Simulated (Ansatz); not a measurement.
Sr2C built on the antifluorite prototype, relaxed with r2SCAN, was run in Ansatz 0.2.0 under altered settings. All numbers are computed, without spin polarisation but where a row says otherwise.

```xyz
3
Lattice="0.0000 3.3601 3.3601 3.3601 0.0000 3.3601 3.3601 3.3601 0.0000" Properties=species:S:1:pos:R:3 pbc="T T T"
C     0.0000    0.0000    0.0000
Sr    1.6801    1.6801    1.6801
Sr    5.0402    5.0402    5.0402
```

The base run's other keys:
```yaml
kpoints:
  mp_grid: { grid: [4, 4, 4] }
hamiltonian:
  xc: hse06
scf:
  occupations: { method: fermi_dirac, width: 0.02 }
  n_extra_bands: 4
```

It takes 19 iterations with 1459 plane waves at 420 eV and 8 k points, and leaves a mean stress of +0.22 GPa. The gap over this mesh is 0.350 eV. It ran on 4 threads of Arm Neoverse N1 (shared host).

Outcomes, with energy and stress as changes against the base:
```csv
setting,outcome,ΔF (meV/atom),Δ mean stress (GPa),gap on the mesh (eV),iterations,wall time
"PBE hybrid, exx coeff 0.2, omega 0.1 1/Å",converged,–,+0.1,0.435,27,10 s
"PBE hybrid, exx coeff 0.4, omega 0.3 1/Å",converged,–,-0.2,0.482,21,10 s
"PBE hybrid, exx coeff 0.1, omega 0.1 1/Å",converged,–,+0.2,0.114,20,9.3 s
"PBE hybrid, exx coeff 0.75, unscreened",converged,–,-1.3,3.633,31,13 s
scf.exx.max_outer_iter: 1,refused,–,–,–,–,1 s
scf.mixing.beta: 1.0,converged,0.0,0.0,0.350,24,11 s
```
A dash marks a value that wasn't obtained or can't be compared. Stress is positive in compression. The base took 9.8 s.

- PBE hybrid, exx coeff 0.2, omega 0.1 1/Å. That is 20 % exact exchange, screened with ω = 0.1 1/Å, against HSE06's 25 % screened at 0.208 1/Å. The mean stress moves by +0.1 GPa and the gap on the mesh by +0.085 eV (to 0.435). Totals of different functionals aren't comparable. The program warns that on this mesh the truncation of the exchange isn't bounded, so part of the change can be an error of the mesh.
- PBE hybrid, exx coeff 0.4, omega 0.3 1/Å. That is 40 % exact exchange, screened with ω = 0.3 1/Å, against HSE06's 25 % screened at 0.208 1/Å. The mean stress moves by -0.2 GPa and the gap on the mesh by +0.132 eV (to 0.482). Totals of different functionals aren't comparable.
- PBE hybrid, exx coeff 0.1, omega 0.1 1/Å. That is 10 % exact exchange, screened with ω = 0.1 1/Å, against HSE06's 25 % screened at 0.208 1/Å. The mean stress moves by +0.2 GPa and the gap on the mesh by -0.236 eV (to 0.114). Totals of different functionals aren't comparable. The program warns that on this mesh the truncation of the exchange isn't bounded, so part of the change can be an error of the mesh.
- PBE hybrid, exx coeff 0.75, unscreened. That is 75 % exact exchange, at all ranges, against HSE06's 25 % screened at 0.208 1/Å. The mean stress moves by -1.3 GPa and the gap on the mesh by +3.283 eV (to 3.633). Totals of different functionals aren't comparable.
- scf.exx.max_outer_iter: 1. The program doesn't start. Error: invalid value for `scf.exx.max_outer_iter`: an exchange loop that starts behind the semilocal warm-up accepts no state before cycle 2, and this deck runs one: type 2 or more, or drop the key

Within 1 meV an atom, 0.1 GPa and 0.005 eV of the base stay: scf.mixing.beta: 1.0.

The runs are scalar-relativistic, without spin-orbit coupling.

The stress of a hybrid is loosely converged in these runs.

Gaps or overlaps of about a tenth of an eV are at the limit of these meshes: between the points read a gap can be smaller or closed.

The meshes of the hybrids are coarse, so their gaps aren't converged to the digits shown.
